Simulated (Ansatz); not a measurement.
BAs (zinc blende, F-43m), the program Ansatz at the PBE level (PAW). The conduction-band minimum lies on the Γ–X line, 80 % of the way from Γ, with 6 equivalent valleys. Second derivatives d²E/dk² of the lowest band at one valley (eV·Å²), along Cartesian directions:

| direction | d²E/dk² |
|---|---|
| [100] | 6.940 |
| [010] | 35.24 |
| [001] | 35.24 |
| [110] | 21.09 |
| [101] | 21.09 |
| [011] | 35.17 |

Find the principal effective masses, the density-of-states mass and the conductivity mass.

Off-diagonal terms follow from H_xy = H[110] − (H_xx + H_yy)/2, and m*/mₑ = 7.620 eV·Å² over each eigenvalue: 0.22, 0.22, 1.1. One valley's DOS mass (m₁m₂m₃)^(1/3) = 0.37, conductivity mass 3/(Σ 1/mᵢ) = 0.30 mₑ.

What effective density of states Nc follows at 300 K for parabolic valleys?

Nc = 2.509e19 × 6 × (0.37)^(3/2) ≈ 3.4e19 cm⁻³.

The cell was relaxed with PBE under the symmetry of its start. The volume moved by 20 % from the start of the relaxation. Scalar-relativistic: spin–orbit coupling is off unless named, which matters more the heavier the elements.

Potentials: the later of the program's two PAW sets.

Edges and masses are those of Kohn–Sham bands, whose gap is no quasiparticle gap.
